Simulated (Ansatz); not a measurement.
The start is a randomly generated symmetric cell of Zn (space group No. 12). Cell shape, volume and atoms are optimised at zero target pressure with PBEsol (plane waves to 420 eV, PAW, scalar-relativistic; Ansatz, an electronic-structure program). The first steps use a coarse 15×15×6 k-mesh.

The start:
```
Zn
1.0
    2.38442    -1.24015     0.00000
    2.38442     1.24015     0.00000
   -1.22799     0.00000     5.25596
Zn
2
Direct
  0.52295   0.52295   0.84474
  0.47705   0.47705   0.15526
```

**Question.** Does the structure survive the relaxation? Give the final space group.

**Answer.** The space group goes from C2/m (No. 12) to R-3m (No. 166), with 1 atom in the primitive cell.

**Question.** How much energy is released per atom?

**Answer.** About 2.2 eV/atom.

Final values are on a 21×21×19 k-mesh of the relaxed cell. The start holds a very short contact (Zn–Zn 1.74 Å). No spin polarisation in the result.

The run could not lose the symmetry of its start, so the end can be a saddle point.

The relaxed structure here is a generated cell of Zn: the first start was made by a random draw of sites in a space group, and the end was not matched to a known phase here, so it may be hypothetical. Known forms of Zn include space group No. 194.
